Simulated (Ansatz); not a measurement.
ZrO₂ (tetragonal-ZrO2 type, space group P4_2/nmc)

```yaml
crystal:
  lattice:
    - [3.58448, 0.00000, 0.00000]
    - [0.00000, 3.58448, 0.00000]
    - [0.00000, 0.00000, 5.17719]
  atoms:
    - { symbol: Zr, position: [0.00000, 0.00000, 0.00000] }
    - { symbol: Zr, position: [0.50000, 0.50000, 0.50000] }
    - { symbol: O, position: [0.00000, 0.50000, 0.20147] }
    - { symbol: O, position: [0.00000, 0.50000, 0.70147] }
    - { symbol: O, position: [0.50000, 0.00000, 0.29853] }
    - { symbol: O, position: [0.50000, 0.00000, 0.79853] }
```

The slice is a (001) plane (indices of the conventional cell) through the point (0.500, 0.000, 0.298) (fractional), spanned by u = [100] and v = [010] in vectors of this cell: u (3.58 Å) and v (3.58 Å, at 90° to u). It covers one period; positions are fractions (u, v).

Calculation: PBEsol (plane waves to 420 eV, PAW, scalar-relativistic; Ansatz, a program for electronic structure). k mesh 9×9×7. Near the nuclei the fields are pseudised (PAW); where an atom keeps semicore shells as valence, they peak there. This is a high-temperature form of ZrO2. ZrO2 is run without spin polarisation. ZrO2 was relaxed with its symmetry unable to fall.

Three fields on this plane, each scaled to ten steps between its own extremes (0 low, 9 high; the total valence density on a logarithmic scale, the potential cut 8 eV below its top; x marks points blanked near nuclei; v = 0 in the bottom row):

Map A
```
|xxxxx96200000269xxxx|
|xxxxx84100000148xxxx|
|xxxxx52000100025xxxx|
|xxxx5211123211125xxx|
|x7642112467642112467|
|222101258xxx85210122|
|11000259xxxxx9520001|
|1100137xxxxxxx731001|
|221014xxxxxxxxx41012|
|321114xxxxxxxxx41112|
|221014xxxxxxxxx41012|
|1100137xxxxxxx731001|
|11000259xxxxx9520001|
|222101258xxx85210122|
|x7642112467642112467|
|xxxx5211123211125xxx|
|xxxxx52000100025xxxx|
|xxxxx84100000148xxxx|
|xxxxx96200000269xxxx|
|xxxxxx620000026xxxxx|
```

Map B
```
|xxxxx00011111000xxxx|
|xxxxx00001110000xxxx|
|xxxxx00000000000xxxx|
|xxxx0000000000000xxx|
|x0000000000000000000|
|111000000xxx00000011|
|33210000xxxxx0000123|
|6532100xxxxxxx001235|
|875210xxxxxxxxx01257|
|985310xxxxxxxxx01358|
|875210xxxxxxxxx01257|
|6532100xxxxxxx001235|
|33210000xxxxx0000123|
|111000000xxx00000011|
|x0000000000000000000|
|xxxx0000000000000xxx|
|xxxxx00000000000xxxx|
|xxxxx00001110000xxxx|
|xxxxx00011111000xxxx|
|xxxxxx001111100xxxxx|
```

Map C
```
|xxxxx89987778998xxxx|
|xxxxx89988888998xxxx|
|xxxxx99999899999xxxx|
|xxxx8999999999998xxx|
|x4568999999999998654|
|224578999xxx99987542|
|00135788xxxxx8875310|
|0001367xxxxxxx763100|
|000025xxxxxxxxx52000|
|000024xxxxxxxxx42000|
|000025xxxxxxxxx52000|
|0001367xxxxxxx763100|
|00135788xxxxx8875310|
|224578999xxx99987542|
|x4568999999999998654|
|xxxx8999999999998xxx|
|xxxxx99999899999xxxx|
|xxxxx89988888998xxxx|
|xxxxx89987778998xxxx|
|xxxxxx998777899xxxxx|
```

Task: Assign the maps to these fields: density of the lowest conduction band (whole band as if filled, smooth part); electron localisation function (ELF); electrostatic potential energy of an electron, from the cell's mean.

Result: A is the electron localisation function (ELF); B is the density of the lowest conduction band (whole band as if filled, smooth part); C is the electrostatic potential energy of an electron, from the cell's mean.
